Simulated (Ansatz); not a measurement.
## CaZn$_{2}$Ge$_{2}$: enthalpy under pressure, worked through

The calculation used DFT PBEsol, scalar-relativistic, plane waves, PAW in Ansatz. Settings: 420 eV cutoff, 12×12×12 k-mesh, Gaussian smearing of 0.10 eV, no spin polarisation.

Reference structure (relaxed):

```yaml
crystal:
  lattice:
    - [-2.10481, 2.10481, 5.31375]
    - [2.10481, -2.10481, 5.31375]
    - [2.10481, 2.10481, -5.31375]
  atoms:
    - { symbol: Ca, position: [0.00000, 0.00000, 0.00000] }
    - { symbol: Zn, position: [0.75000, 0.25000, 0.50000] }
    - { symbol: Zn, position: [0.25000, 0.75000, 0.50000] }
    - { symbol: Ge, position: [0.38315, 0.38315, 0.00000] }
    - { symbol: Ge, position: [0.61685, 0.61685, 0.00000] }
```

Cell and atoms were relaxed at each target pressure within the start's symmetry (I4/mmm), at zero temperature; other phases can be more stable under pressure. H = E + PV with P the target; E is the free energy at the smearing used, whose derivative the pressure is, per atom and counted from zero pressure. The mesh named is that at zero pressure; some other pressures ran on another.

```
P (GPa) V (Å³/atom) E − E0 (meV) H − H0 (meV)
      0       18.833           0.0           0.0
      2       18.305           3.2         231.7
      5       17.636          17.7         568.0
     10       16.752          58.4        1104.0
     20       15.477         175.3        2107.2
     40       13.852         470.9        3929.2
```

Q: Thermodynamics gives dH/dP = V along a relaxed path. Integrate V over P by the trapezoid rule and compare with the computed enthalpies.

A: With 1 eV/Å³ = 160.22 GPa, each step adds the mean volume times ΔP / 160.22:
| P (GPa) | ∫V dP (meV) | H − H0 (meV) | difference (meV) |
| --- | --- | --- | --- |
| 2 | 231.8 | 231.7 | 0.1 |
| 5 | 568.3 | 568.0 | 0.3 |
| 10 | 1104.9 | 1104.0 | 0.9 |
| 20 | 2110.6 | 2107.2 | 3.4 |
| 40 | 3941.2 | 3929.2 | 12.0 |

V(P) curves upward, so the trapezoid rule runs high; integrating a smooth curve through the same points (P as a polynomial of degree 4 in ln V) puts that excess at about 12.0 meV at 40 GPa, against the 12.0 meV found.

Q: At 40 GPa, how much of the enthalpy change is stored energy and how much is the PV term?

A: E rises by 471 meV/atom and PV is 40 × 13.852 / 160.22 = 3458 meV/atom, so PV makes 88 % of ΔH. So between rival structures at high pressure a small difference in volume can outweigh the difference in energy: 1 % of this volume is worth 34.6 meV/atom at this pressure.

Q: What bulk modulus do the lowest pressures give?

A: From the pressures that the runs reached, -2.00 GPa (19.468 Å³) and 2.00 GPa (18.305 Å³), B = −ΔP/Δln V = 4.00 / 0.0616 = 65 GPa, a mean over that range.

Cost: 7 runs of about 22 core-minutes in all, on Arm Neoverse V1 (shared hosts).